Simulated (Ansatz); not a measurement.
A (001) slab of Ag (P6_3/mmc (No. 194)), 5 planes, outer planes Ag (top) and Ag (bottom), with 5 atoms (Ag5) in a surface cell of A = 7.119 Å², as cut from the bulk:

```
Ag
1.0
     2.86706    0.00000    0.00000
    -1.43353    2.48295    0.00000
     0.00000    0.00000   24.38143
Ag
5
Cartesian
  0.0000 1.6553 7.5000
  1.4335 0.8276 9.8454
  0.0000 1.6553 12.1907
  1.4335 0.8276 14.5361
  0.0000 1.6553 16.8814
```

Method: DFT PBEsol, scalar-relativistic, plane waves, PAW (Ansatz 0.2.0). Settings: cutoff 420 eV, Γ-centred mesh 12×12×1 on the computed 5-atom cell, Gaussian smearing of 0.10 eV; no spin polarisation. The cell repeats along c with a dipole correction in the vacuum.

Against the same 5 atoms in the bulk, the slab as cut lies 0.915 eV higher and the relaxed slab 0.914 eV higher.

(1) Work out the surface energy before and after relaxation.

(2) What is the ideal work of this cut, per area?

## Answers

(1) The slab has two faces, so γ = (E_slab − N·E_bulk)/(2A), the mean of both. As cut: 0.915/(2 × 7.119) = 0.0643 eV/Å², and 1 eV/Å² = 16.02 J/m², so γ = 1.03 J/m². Relaxed: 0.914/(2 × 7.119) = 0.0642 eV/Å² = 1.03 J/m². Relaxation recovers 0.1 % of the cost of cutting.

(2) Griffith's ideal work is 2γ: 2.06 J/m², whether the new faces relax or not. One thickness was run, 5 planes, so γ can still shift with it.

The reference crystal is a form of Ag, which isn't its usual structure.